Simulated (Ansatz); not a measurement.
Given:

Co₃BPt:
```yaml
crystal:
  lattice:
    - [3.78110, 0.00000, 0.00000]
    - [0.00000, 3.78110, 0.00000]
    - [0.00000, 0.00000, 3.78110]
  atoms:
    - { symbol: Co, position: [0.50000, 0.50000, 0.00000] }
    - { symbol: Co, position: [0.00000, 0.50000, 0.50000] }
    - { symbol: Co, position: [0.50000, 0.00000, 0.50000] }
    - { symbol: Pt, position: [0.00000, 0.00000, 0.00000] }
    - { symbol: B, position: [0.50000, 0.50000, 0.50000] }
```
The run is spin-polarised; directions of the spins, atom by atom: ↑ ↑ ↑ ↑ 0.

This is the PBEsol-relaxed structure.

Problem. All from PBEsol in the plane-wave PAW code Ansatz, unless another level is named. Give the electronic character.

Solution. metallic (no gap).

Problem. And the density of states at the Fermi level?

Solution. 1.0 states/eV per atom (mean over ±0.08 eV).

Problem. What about the formation energy from the elements (no fitted shifts)?

Solution. 0.083 eV/atom.

Space group Pm-3m. The start of the workflow was typed in or built on a structure type; neither database checked (COD, Materials Project) lists it. Whether it is the stable phase at ambient conditions was not checked. Symmetry was held in the PBEsol relaxation; whether a distortion lowers the energy is not shown. Magnetic state: ferromagnetic, chosen from 4 collinear starts compared on coarse meshes (ties went to the first, and starts can fall back to one state), not a proven ground state. The references are the lowest solids computed at this level, not always the standard phases. Scalar-relativistic: spin–orbit coupling is off unless named, which matters more the heavier the elements.

Potentials: the earlier of the program's two PAW sets. The files were generated under PBE; for other functionals the program regenerates the frozen cores, and for LDA and PBEsol the local potential too.
